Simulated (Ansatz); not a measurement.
The relaxed structure here is a generated cell of InSe: the first start was made by a random draw of sites in a space group, and the end was not matched to a known phase here, so it may be hypothetical. Known forms of InSe include space group No. 194.

A relaxed structure of InSe. Level of theory: PBE (plane waves to 420 eV, PAW, scalar-relativistic; Ansatz, a quantum-chemistry and plane-wave program).

```cif
data_In3Se3
_chemical_formula_sum 'In3 Se3'
_space_group_name_H-M_alt 'P 1'
_space_group_IT_number 1
_cell_length_a 7.49175
_cell_length_b 7.49175
_cell_length_c 4.25802
_cell_angle_alpha 90.000
_cell_angle_beta 90.000
_cell_angle_gamma 120.000
loop_
_space_group_symop_operation_xyz
  'x, y, z'
loop_
_atom_site_label
_atom_site_type_symbol
_atom_site_fract_x
_atom_site_fract_y
_atom_site_fract_z
_atom_site_occupancy
In1 In 0.00000 0.31747 0.33333 1
In2 In 0.68253 0.68253 0.00000 1
In3 In 0.31747 0.00000 0.66667 1
Se1 Se 0.00000 0.69193 0.33333 1
Se2 Se 0.30807 0.30807 0.00000 1
Se3 Se 0.69193 0.00000 0.66667 1
```

### Question
Find the space group and the Wyckoff positions (tolerance 0.01 Å).

### Answer
Space group P3₂21 (No. 154); a = b = 7.4918 Å, c = 4.2580 Å, α = β = 90.00°, γ = 120.00°

| atom | site | symmetry | x | y | z |
|---|---|---|---|---|---|
| In | 3a | .2. | 0.6825 | 0.6825 | 0.0000 |
| Se | 3a | .2. | 0.3081 | 0.3081 | 0.0000 |

### Question
Give the shortest distances between elements (the closest pairs, up to four, under 3.6 Å).

### Answer
In–Se 2.74 Å.

| Property | Value |
|---|---|
| Volume per atom | 34.49 Å³ |
| Band gap | no gap (metallic) |

No spin polarisation in the result. The relaxed primitive cell holds an odd number of electrons. A magnetic state may lie lower.

The run could not lower the symmetry of its start; a shaken copy of this end point relaxes with PBE to P1 (No. 1) at a tolerance of 0.01 Å, Pm (No. 6) at 0.1 Å, 0.21 eV/atom lower.
